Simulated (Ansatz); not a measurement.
The relaxed structure here is a generated cell of SrVO3: the first start was made by placing the elements on the sites of a structure type, and the end was not matched to a known phase here, so it may be hypothetical. Known forms of SrVO3 include space group No. 221.

The end point of a relaxation of SrVO3. Computed with PBEsol (plane waves to 420 eV, PAW, scalar-relativistic; Ansatz, an electronic-structure program).

```xyz
10
Lattice="2.9150 1.6830 5.6337 -2.9150 1.6830 5.6337 0.0000 -3.3659 5.6337" Properties=species:S:1:pos:R:3 pbc="T T T"
V      0.0000     0.0000     4.2253
V      0.0000     0.0000    12.6759
Sr     0.0000     0.0000     0.0000
Sr     0.0000     0.0000     8.4506
O      1.2130     1.6830     9.8591
O     -2.0640     0.2090     9.8591
O      0.8510    -1.8920     9.8591
O     -1.2130    -1.6830     7.0422
O      2.0640    -0.2090     7.0422
O     -0.8510     1.8920     7.0422
```

Q: Determine the symmetry and give the standard cell with its independent sites.

A: Space group R-3c, hexagonal axes (No. 167); a = b = 5.830 Å, c = 16.901 Å, α = β = 90.00°, γ = 120.00°

```json
[
 {"atom": "V", "site": "6a", "symmetry": "32", "x": "0.0000", "y": "0.0000", "z": "0.2500"},
 {"atom": "Sr", "site": "6b", "symmetry": "-3.", "x": "0.0000", "y": "0.0000", "z": "0.0000"},
 {"atom": "O", "site": "18e", "symmetry": ".2", "x": "0.2919", "y": "0.2919", "z": "0.7500"}
]
```

This is the AFLOW prototype ABC3_hR10_167_a_b_e (G0_1, as in CaCO3).

Q: Give the shortest distances between elements (the closest pairs, up to four, under 3.6 Å).

A: O–V 1.70 Å; O–Sr 2.51 Å; O–O 2.95 Å.

- Volume per atom = 16.58 Å³
- Band gap = 0.99 eV, indirect (valence top at k = (0.4286, 0.4286, 0.4286), conduction bottom at F) (no spin-orbit coupling)
- Magnetic moment = net 0.20 μB/atom, ferromagnetic

Spin state reached: ferromagnetic (net 0.20 μB/atom), from parallel starting moments; other spin orders were not run from this start. The d or f electrons are treated with no Hubbard U.

The run could not lower the symmetry of its start; a shaken copy of this end point relaxes with PBEsol to Pm-3m (No. 221), 0.36 eV/atom lower.
